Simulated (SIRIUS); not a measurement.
A self-consistent single point of WC (P-6m2, 2 atoms in the cell; from Materials Project mp-1894, changed as shown).

```
WC
1.0
    2.91659     0.00000     0.00000
   -1.45829     2.52584     0.00000
    0.00000     0.00000     2.86783
W C
1 1
Cartesian
  0.00000   0.00000   0.00000
  1.45830   0.84195   1.43392
```

Method: PBE, GBRV PBE ultrasoft pseudopotentials (plane waves; SIRIUS).

SIRIUS settings:

```
key                                                                   value
--------------------------------------  -----------------------------------
parameters.ngridk                                                  14 14 12
parameters.xc_functionals                      [XC_GGA_X_PBE, XC_GGA_C_PBE]
parameters.gk_cutoff                                           6.325 1/bohr
parameters.pw_cutoff                                          14.143 1/bohr
parameters.smearing                                                gaussian
parameters.smearing_width                                     0.00367493 Ha
potentials                              GBRV PBE ultrasoft pseudopotentials
parameters.electronic_structure_method                      pseudopotential
parameters.num_bands                                                     13
parameters.num_mag_dims                                                   0
parameters.num_dft_iter                                                 100
parameters.energy_tol                                              1e-07 Ha
parameters.density_tol                                                1e-06
mixer.type                                                         anderson
mixer.beta                                                              0.5
mixer.use_hartree                                                      true
```

Results:

- Number of valence electrons: 18
- Number of bands: 13
- Number of k-points after the program's reduction: 168
- Number of plane waves (most at a k-point): 634
- Number of SCF iterations: 12
- FFT grid: 27 × 27 × 27
- Free energy E − TS: -2321.7833 eV
- Fermi level (on the code's own zero): 20.20 eV
- Pressure: -3.76 GPa

Stress (GPa, positive for compression):
```
-1.67   0.00   0.00
 0.00  -1.67   0.00
 0.00   0.00  -7.94
```

For comparison: a first run was changed to give this one (lattice vector c scaled by 1.01), and from it to this one the free energy hardly moves (within 1 meV/atom) and the pressure goes from 0.50 to -3.76 GPa.

The structure comes from a collection of computed structures, made at another level of theory; the collection holds predicted forms beside known ones.

Cost on one core: very roughly 17 core-seconds.
